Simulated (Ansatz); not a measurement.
TiPt₃ (Cu3Au type, space group No. 221) under volume change, plane-wave PAW PBE (Ansatz code), scaled uniformly.

```csv
V (Å³/atom),E − E(relaxed) (meV/atom),P (GPa)
13.999,110.7,28.15
14.461,46.1,17.03
14.922,?,?
15.384,0.0,0.00
15.845,9.6,-6.46
16.307,36.2,-11.84
16.768,?,?
```

Question: Complete the blanks.

Answer: 
- 14.922, E − E(relaxed) (meV/atom): 10.8
- 14.922, P (GPa): 7.75
- 16.768, E − E(relaxed) (meV/atom): 76.9
- 16.768, P (GPa): -16.30

Question: What does a third-order Birch–Murnaghan fit give for V₀, B₀ and B′?

Answer: V₀ = 15.38 Å³/atom, B₀ = 235 GPa, B′ = 5.0.

Space group Pm-3m (Cu3Au type). The PBE relaxation kept the symmetry of its start. No spin polarisation was allowed. Scalar-relativistic: spin–orbit coupling is off unless named, which matters more the heavier the elements.

Potentials: the later of the program's two PAW sets.
